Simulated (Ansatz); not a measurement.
Computed with Ansatz, DFT PBE, scalar-relativistic, plane waves, PAW. All cells share a 420 eV cutoff and Γ-centred k meshes spaced at most about 0.3 Å⁻¹ (about 0.25 or finer for metals, 2π included). Collinear spin in cells that started with moments and kept them past the coarse steps, no spin elsewhere.

Each of these unrelaxed guesses is relaxed in cell and atoms within its symmetry. A guess keeps its type if space group and coordination stay and the shape of the cell changes little (axis ratios within about 15 %, angles within 6°); the volume may change.

1. InO5 (collinear spin from parallel moments)

```
CELL_PARAMETERS angstrom
0.00000 3.25233 3.25233
3.25233 0.00000 3.25233
3.25233 3.25233 0.00000
ATOMIC_POSITIONS crystal
In 0.00000 0.00000 0.00000
O 0.37500 0.37500 0.87500
O 0.37500 0.87500 0.37500
O 0.87500 0.37500 0.37500
O 0.37500 0.37500 0.37500
O 0.75000 0.75000 0.75000
```

2. Al2B2N

```
CELL_PARAMETERS angstrom
-2.34311 2.34311 2.98010
2.34311 -2.34311 2.98010
2.34311 2.34311 -2.98010
ATOMIC_POSITIONS crystal
Al 0.75000 0.25000 0.50000
Al 0.25000 0.75000 0.50000
B 0.16502 0.16502 0.00000
B 0.83498 0.83498 0.00000
N 0.50000 0.50000 0.00000
```

Q: Which keep their type?

A: Guess 1 keeps its type.

| guess | kept | start group | end group | V start (Å³/atom) | V end | b/a and c/a, end over start | nearest neighbours start | nearest neighbours end |
| --- | --- | --- | --- | --- | --- | --- | --- | --- |
| 1 | yes | F-43m | F-43m | 11.5 | 9.7 | 1.00, 1.00 | In 16, O 6/16 | In 16, O 6/16 |
| 2 | no | I4/mmm | I4/mmm | 13.1 | 15.2 | 1.00, 2.08 | Al 4, B 2, N 2 | Al 4, B 1, N 2 |

Neighbours count within 15 % of an atom's shortest distance; end groups are read at 0.02 Å (0.05 Å in metals).

The magnetic state reached may not be the lowest. Cells relaxed within their symmetry can be saddle points.

In counts of neighbours, a slash parts the counts of unlike sites.
